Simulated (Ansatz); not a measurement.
This cell of La$_{2}$O$_{3}$ (A-La2O3 type, space group P-3m1) is off equilibrium:

```xyz
5
Lattice="3.8600 0.0000 0.0000 -1.9300 3.3428 0.0000 0.0000 0.0000 6.0620" Properties=species:S:1:pos:R:3 pbc="T T T"
La     0.0000     2.2286     1.4782
La     1.9300     1.1143     4.5838
O      0.0000     0.0000     0.0000
O      0.0000     2.2286     3.9124
O      1.9300     1.1143     2.1496
```

All values below come from PBE (plane waves to 420 eV, PAW, scalar-relativistic; Ansatz, a program for electronic structure). k mesh 10×10×6 (Γ-centred), Fermi-Dirac smearing 0.05 eV. The energy includes the smearing's −TS. Compression counts positive. La2O3 is run without spin polarisation. La2O3 was relaxed with its symmetry unable to fall. The PAW data are Ansatz's earlier set.

Question: What is the stress tensor (GPa)?

Answer: 
```
   9.29     0.00     0.00
   0.00     9.29     0.00
   0.00     0.00     6.67
```
The pressure, a third of the trace, is 8.42 GPa.

Question: It is the relaxed cell scaled evenly to V/V₀ = 0.940, atoms relaxed where free. What is its energy relative to the relaxed cell?

Answer: 24.8 meV/atom.

(Under strain, the slope of the energy per volume gives the stress and its curvature an elastic modulus.)
